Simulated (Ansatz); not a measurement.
The cell comes from COD entry 9017842, which wasn't checked; take it as a given geometry.

Ru: DFT, PBEsol, all-electron LAPW, scalar-relativistic (Ansatz 0.2.0).

Command: `ansatz run input.yaml --threads 1 --pin off --max-ram 3072MiB --backend cpu --events-out ev --progress --plain --runs-dir out` The run took 41 s on 1 thread of Intel(R) Xeon(R) Platinum 8488C (Sapphire Rapids), on a shared host, peak memory 0.57 GiB.

```yaml
crystal:
  lattice:
    - [2.7057993342, 0.0, 0.0]
    - [-1.3528996671, 2.343290961, 0.0]
    - [0.0, 0.0, 4.2819]
  atoms:
    - { symbol: Ru, position: [0.3333333333, 0.6666666667, 0.25] }
    - { symbol: Ru, position: [0.6666666667, 0.3333333333, 0.75] }
kpoints:
  mp_grid: { grid: [14, 14, 8] }
  band_path:
    path:
      - [0.0, 0.0, 0.0]
      - [0.5, 0.0, 0.0]
      - [0.3333333333, 0.3333333333, 0.0]
      - [0.0, 0.0, 0.0]
      - [0.0, 0.0, 0.5]
      - [0.5, 0.0, 0.5]
      - [0.3333333333, 0.3333333333, 0.5]
      - [0.0, 0.0, 0.5]
      - [0.5, 0.0, 0.5]
    npoints: 14
scf:
  occupations: { method: fermi_dirac, width: 0.03 }
hamiltonian:
  xc: pbesol
  pseudopotentials: { kind: all_electron, lapw: { basis_error: 0.0005 } }
output:
  forces: true
  stress: true
  eigenvalues: true
  populations: true
  dos: { projected: true, de: 0.2, e_range: [-14, 8] }
```

Output:

```
Ru: projections on atomic orbitals take those of the free atom 1s2 2s2 2p6 3s2 3p6 3d10 4s2 4p6 4d7 5s1, of charge +0.00 (hamiltonian.pseudopotentials.projection_atoms)
LAPW: plane waves up to 8.891 Å⁻¹, error target 5.0e-4 eV per atom; small_component_spin mean_spin; Ru in spheres of 1.325 Å, 32 of its electrons in bands, Dirac shells []
Engine: ansatz 0.2.0
Pseudopotentials: kind: all_electron
Pseudopotential: Ru, LAPW, valence charge 32, Koelling and Harmon's equation, gaussian nucleus
Functional definition: PBEsol
  exchange = pbesol_x
  correlation = pbesol_c
Crystal: 2 atoms, lattice volume = 27.149 Å³
Basis set: ecut = 301.20948167082133 eV, 313 PW (Γ), exchange–correlation at level 2
Bands: 39, of which v1, the nominal top of the filled ones, is band 32 counted from 1 (31 counted from 0)
Symmetry: 24 space group operations
Space group: P63/mmc (ITA 194), of the structure as read, at distance tolerance 3.0e-5 Å
k-points: 120 of 1568
Non-local potential: Ru, projectors of the file, none
Initial density: superposition of atomic densities (chi_scale 0.1, normalization cell)
Initial wavefunctions: plane waves of lowest kinetic energy (no species holds an atomic orbital)
Functional: x = pbesol(κ = 0.804, μ = 0.12345679012345678), c = pbesol(β = 0.046)
iter 1 solved again at ethr=5.42e-4 eV; its pass at ethr=1.00e-1 eV (dr2=3.47e-1 eV) is discarded
SCF iter   1: F=—  HF=-246467.392687 eV  |F-HF|=—  |Δ(HF+E_count)|=         —  Δρ=5.10e-2  dr2=3.48e-1  ethr=5.42e-4  ⟨swp⟩=2.5  Hψ=28746  notcnv=0
preconditioner: auto → Kerker (q_TF=auto, 3.147 Å⁻¹)  [metal: Δε(μ)=0.009 eV  Ē_g=10.467 eV  σ=0.030 eV  W_gap=0.07  n_scr=22 (ndim 8)  ℏωp=28.5 eV  f_vac=0.000  D(μ)=2.20/eV (n_scr^D=22)]
iter 2 solved again at ethr=4.07e-5 eV; its pass at ethr=5.42e-4 eV (dr2=2.60e-2 eV) is discarded
SCF iter   2: F=—  HF=-246466.078804 eV  |F-HF|=—  |Δ(HF+E_count)|=    1.31e0  Δρ=1.17e-2  dr2=2.60e-2  ethr=4.07e-5  ⟨swp⟩=2.0  Hψ=24359  notcnv=0
SCF iter   3: F=—  HF=-246466.031072 eV  |F-HF|=—  |Δ(HF+E_count)|=   4.77e-2  Δρ=1.11e-2  dr2=2.39e-2  ethr=4.07e-5  ⟨swp⟩=2.0  Hψ=13990  notcnv=0
SCF iter   4: F=—  HF=-246466.025028 eV  |F-HF|=—  |Δ(HF+E_count)|=   6.04e-3  Δρ=4.93e-3  dr2=5.82e-3  ethr=3.74e-5  ⟨swp⟩=2.0  Hψ=12194  notcnv=0
SCF iter   5: F=—  HF=-246466.024976 eV  |F-HF|=—  |Δ(HF+E_count)|=   5.25e-5  Δρ=1.34e-3  dr2=4.92e-4  ethr=9.09e-6  ⟨swp⟩=2.0  Hψ=13573  notcnv=0
SCF iter   6: F=—  HF=-246466.024992 eV  |F-HF|=—  |Δ(HF+E_count)|=   1.62e-5  Δρ=2.41e-4  dr2=1.34e-5  ethr=7.69e-7  ⟨swp⟩=2.0  Hψ=13592  notcnv=0
SCF iter   7: F=—  HF=-246466.024988 eV  |F-HF|=—  |Δ(HF+E_count)|=   3.97e-6  Δρ=4.61e-5  dr2=5.63e-7  ethr=2.10e-8  ⟨swp⟩=2.0  Hψ=13592  notcnv=0
SCF iter   8: F=-246466.024988 eV  HF=-246466.024988 eV  |F-HF|=7.34e-8  |Δ(HF+E_count)|=   3.11e-7  Δρ=1.45e-5  dr2=5.96e-8  ethr=8.79e-10  ⟨swp⟩=2.0  Hψ=13592  notcnv=0
SCF 1 converged in 8 iterations: F = -246466.024988 eV  dr2 = 5.96e-8
NSCF: frozen V_eff on 113 k-points
SCF converged after 8 iterations
Free energy (F): -246466.024988 eV
Harris-Foulkes:  -246466.024988 eV  (|F-HF|=7.34e-8)
Internal energy: -246466.018103 eV  (E = F + TS)
E sigma→0 (E₀):  -246466.021545 eV
Entropy (-TS):   -0.006885 eV (-3.443 meV/atom)
Fermi energy:    25.610451 eV
--- Per-component energies (eV) ---
  E_band       = -9935.796293
  E_kinetic    = 256270.812884
  E_xc         = -7156.466859
  E_electrostatic = -495580.364127  (all electrons and nuclei)
  E_smearing   = -0.006885  (= −TS)
  E_closure    = 0.000000  (closes the sum)
  E_atoms      = -246445.692274  (free atoms, spherical and without spin; not in F)
  Σ components = -246466.024988   (vs F -246466.024988, Δ=0.00e0)
  Basis errors (estimates in eV, not in F): energy 1.1e-4 per atom: plane waves 9.6e-5 (5.0e-5 summed), levels above the bands 2.8e-172, relativity 2.0e-8, radial functions 1.1e-5, core shells 4.8e-8; eigenvalues (radial functions only) 4.0e-7; not estimated: angular momenta, meshes, grids; target (lapw.basis_error) 5.0e-4; muffin-tin radii Ru 1.325 Å
--- Forces (eV/Å), atoms counted from 1 ---
  atom   1  Ru    -0.00000000     0.00000000     0.00000000
  atom   2  Ru     0.00000000    -0.00000000     0.00000000
  max |Σ_I F_I| component: 4.63e-18 eV/Å
--- Stress (GPa, compression-positive) ---
       -5.573462       0.000000       0.000000
        0.000000      -5.573462       0.000000
        0.000000       0.000000      -7.671210
  P = ⅓ Tr σ = -6.2727 GPa (-62.727 kbar)
--- Band table (eV; the first three rows and the last of 120) ---
  k-point 0: bands = ["-417.8438", "-417.8438", "-417.8295", "-417.8295", "-417.8295", "-417.8295", "-244.1944", "-244.1944", "-244.1852", "-244.1852", "-244.1852", "-244.1852", "-244.1780", "-244.1780", "-244.1780", "-244.1780", "-47.4298", "-47.2237", "-17.9470", "-16.9991", "-16.9991", "-16.8274", "-16.8274", "-16.7914", "17.5630", "19.3823", "23.0199", "23.0199", "23.1916", "23.7065", "23.7065", "24.2328", "24.2328", "26.8207", "26.8207", "26.8513", "35.8910", "40.3750", "42.8267"]
  k-point 1: bands = ["-417.8438", "-417.8438", "-417.8295", "-417.8295", "-417.8295", "-417.8295", "-244.1944", "-244.1944", "-244.1852", "-244.1852", "-244.1852", "-244.1852", "-244.1780", "-244.1780", "-244.1780", "-244.1780", "-47.4221", "-47.2317", "-17.9050", "-16.9926", "-16.9926", "-16.8376", "-16.8340", "-16.8340", "17.7381", "19.4394", "22.9203", "22.9203", "23.1045", "23.6035", "23.6035", "24.4707", "24.4707", "26.2801", "26.8300", "26.8300", "36.6430", "40.0354", "43.0086"]
  k-point 2: bands = ["-417.8438", "-417.8438", "-417.8295", "-417.8295", "-417.8295", "-417.8295", "-244.1944", "-244.1944", "-244.1852", "-244.1852", "-244.1852", "-244.1852", "-244.1780", "-244.1780", "-244.1780", "-244.1780", "-47.4000", "-47.2543", "-17.7846", "-16.9741", "-16.9741", "-16.9680", "-16.8527", "-16.8527", "18.2306", "19.5797", "22.7826", "22.7826", "22.8900", "23.3542", "23.3542", "25.0011", "25.0011", "25.0133", "26.7907", "26.7907", "38.4340", "39.6417", "42.0463"]
  k-point 119: bands = ["-417.8438", "-417.8438", "-417.8295", "-417.8295", "-417.8295", "-417.8295", "-244.1944", "-244.1944", "-244.1852", "-244.1852", "-244.1852", "-244.1852", "-244.1780", "-244.1780", "-244.1780", "-244.1780", "-47.2080", "-47.2080", "-17.7104", "-17.7104", "-17.4161", "-17.4161", "-16.9896", "-16.9896", "20.7734", "20.7734", "21.5811", "21.5811", "22.8805", "22.8805", "24.4869", "24.4869", "26.8972", "26.8972", "33.5721", "33.5721", "36.4466", "36.4466", "37.3676"]
--- Löwdin populations: 2 sites ---
  site symbol       q [e]
     0     Ru     43.9103
     1     Ru     43.9103
  spilling = 0.002038 (of n_electrons = 88.000000)
```

populations.tsv:

```
# site	symbol	l	j	q
# orbitals = lowdin
# n_electrons = 88.000000
# spilling = 0.002038
# projection_atom_Ru: 1s2 2s2 2p6 3s2 3p6 3d10 4s2 4p6 4d7 5s1
0	Ru	0_1S	-	1.999996
0	Ru	0_2S	-	1.999850
0	Ru	0_3S	-	1.997457
0	Ru	0_4S	-	1.958132
0	Ru	0_5S	-	0.802537
0	Ru	1_2P	-	5.999999
0	Ru	1_3P	-	5.999958
0	Ru	1_4P	-	5.994409
0	Ru	2_3D	-	9.999986
0	Ru	2_4D	-	7.158023
1	Ru	0_1S	-	1.999996
1	Ru	0_2S	-	1.999850
1	Ru	0_3S	-	1.997457
1	Ru	0_4S	-	1.958132
1	Ru	0_5S	-	0.802537
1	Ru	1_2P	-	5.999999
1	Ru	1_3P	-	5.999958
1	Ru	1_4P	-	5.994409
1	Ru	2_3D	-	9.999986
1	Ru	2_4D	-	7.158023
```
